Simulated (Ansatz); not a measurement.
## BiP in the CsCl-type structure

Method: r²SCAN, scalar-relativistic; no spin polarisation; PAW, 500 eV, Γ-centred 10×10×10 mesh, 0.05 eV Gaussian smearing; code Ansatz; PAW files: Ansatz's generated set soft_2.

```
CELL_PARAMETERS angstrom
3.57376 0.00000 0.00000
0.00000 3.57376 0.00000
0.00000 0.00000 3.57376
ATOMIC_POSITIONS crystal
Bi 0.00000 0.00000 0.00000
P 0.50000 0.50000 0.50000
```

The structure was built from a prototype; whether the compound forms in it isn't claimed.

The run above is the reference. The same cell was run again with other input settings; several of them aren't fit for production, so the rows show the settings' effect and aren't properties of the material.

| keys changed | outcome | ΔE (meV/atom) | P (GPa) | gap on the mesh (eV) | cell moment (μB) | largest force component (eV/Å) | SCF iterations | rough core-seconds | new warnings |
| --- | --- | --- | --- | --- | --- | --- | --- | --- | --- |
| none (reference) | converged | 0.0 | 0.0 | metal | – | 0.000 | – | – | – |
| basis.ecutwfc: 500 → "14.7 Ry" | converged | 4961.7 | 0.8 | metal | – | 0.000 | 8 | 2.4 | cutoff below recommended |
| scf.initial_density.chi_scale: 0.1; kpoints.mp_grid.grid: [10, 10, 10] → [3, 3, 3]; scf.occupations.width: 0.05 → 0.2 | converged | 177.0 | 2.3 | 0.15 | – | 0.000 | 7 | 1.7 | – |
| scf.occupations.width: 0.05 → null; scf.occupations.method: "gaussian" → "tetrahedron" | converged | 0.8 | 0.3 | metal | – | 0.000 | 6 | 8 | band table not solved further; tetrahedron derivatives may miss energy slope |
| scf.occupations.width: 0.05 → null; scf.occupations.method: "gaussian" → "tetrahedron_uncorrected"; scf.convergence.dr2_threshold: 1e-08 | converged | 70.7 | 0.8 | metal | – | 0.000 | 7 | 7 | band table not solved further; stress scf threshold loose |
| scf.occupations.method: "gaussian" → "methfessel_paxton"; scf.occupations.width: 0.05 → 0.001 | converged | 0.0 | 0.0 | metal | – | 0.000 | 6 | 7 | – |

ΔE is the energy with the smearing extrapolated to zero. It is left out where the change alters the Hamiltonian or the spin treatment. The varied runs start from atomic densities (corrected by the program's trained start where that serves), with the default search for lower states unless a row changes it.

Question: What happens with these changes: hamiltonian.dispersion: "d4"; basis.ecutrho_ratio: 4 → 12; scf.occupations.width: 0.05 → null; scf.occupations.method: "gaussian" → "tetrahedron"?

Answer: outcome converged, P (GPa) -0.8, gap on the mesh (eV) metal, largest force component (eV/Å) 0.000, SCF iterations 6, rough core-seconds 11, new warnings band table not solved further; tetrahedron derivatives may miss energy slope.

Question: What happens with these changes: kpoints.mp_grid.grid: [10, 10, 10] → [8, 8, 8]?

Answer: outcome converged, ΔE (meV/atom) 2.8, P (GPa) 0.3, gap on the mesh (eV) metal, largest force component (eV/Å) 0.000, SCF iterations 6, rough core-seconds 4.

The pair part of a dispersion correction pulls inward (a three-body part mostly pushes out), and in metals and ionic crystals with large ions it often overbinds.

2 further runs (cut off, refused for memory, with changed atoms or starts, or in doubt) are left out.

At this volume the pressure is 0.00 GPa.

Of the reference: Scalar-relativistic only: spin–orbit splittings of the heavy atoms' levels are missing. A displaced or strained copy of the relaxed cell lay 36.9 meV/atom lower, so the structure isn't a true minimum at this level.
